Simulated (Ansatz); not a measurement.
P:
```
P
1.0
   -2.99532     2.99532     2.99532
    2.99532    -2.99532     2.99532
    2.99532     2.99532    -2.99532
P
4
Cartesian
  2.24649   0.74883  -0.74883
  0.74883  -0.74883   2.24649
 -0.74883   2.24649   0.74883
  0.74883   0.74883   0.74883
```

Relaxed with r²SCAN. Special points in fractions of this cell's reciprocal vectors: Γ (0.000, 0.000, 0.000); H (0.500, -0.500, 0.500); N (0.000, 0.000, 0.500); P (0.250, 0.250, 0.250).

List the band energies nearest the Fermi level at these points for the program Ansatz at the r²SCAN level (PAW).

In eV from the Fermi level; about four levels below and three above (degenerate sets whole), none deeper than 8.9 eV; points with the same levels are listed once.

| k | below | above |
|---|---|---|
| Γ | -6.49 -6.49 -3.14 -3.14 -3.14 | 1.69 1.92 1.92 1.92 |
| H | -1.42 -1.12 -1.12 -1.12 | 2.06 2.06 2.06 |
| N | -2.33 -1.89 -0.30 -0.09 | 2.04 3.06 4.39 |
| P | -3.11 -3.11 -1.40 -1.40 | 2.05 2.05 3.01 3.01 |

Space group I4_132. The start of the workflow was typed in or built on a structure type; neither database checked (COD, Materials Project) lists it. It is not the phase usual at ambient conditions (space group No. 64). The r²SCAN relaxation kept the symmetry of its start; its stability against distortions is not shown here. The volume moved by 28 % from the start of the relaxation.

Potentials: the later of the program's two PAW sets.
